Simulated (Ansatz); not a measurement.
B:
```yaml
crystal:
  lattice:
    - [-1.14693, 1.14693, 1.14693]
    - [1.14693, -1.14693, 1.14693]
    - [1.14693, 1.14693, -1.14693]
  atoms:
    - { symbol: B, position: [0.00000, 0.00000, 0.00000] }
```

Relaxed with r²SCAN. Special points in fractions of this cell's reciprocal vectors: Γ (0.000, 0.000, 0.000); H (0.500, -0.500, 0.500); N (0.000, 0.000, 0.500); P (0.250, 0.250, 0.250).

Question: List the band energies nearest the Fermi level at these points for r²SCAN in the plane-wave PAW code Ansatz.

Answer: In eV from the Fermi level; about four levels below and three above (degenerate sets whole), none deeper than 8.9 eV; … stands for higher levels left out; points with the same levels are listed once.

```json
[
 {"k": "Γ", "below": "–", "above": "…"},
 {"k": "N", "below": "-5.04", "above": "…"}
]
```

Space group Im-3m (bcc (W type)). A made-up cell: these elements were put on the sites of a structure type; neither database checked (COD, Materials Project) lists it. It is not the phase usual at ambient conditions (space group No. 166). The r²SCAN relaxation kept the symmetry of its start. At this level the phase is mechanically unstable.

Potentials: the later of the program's two PAW sets.
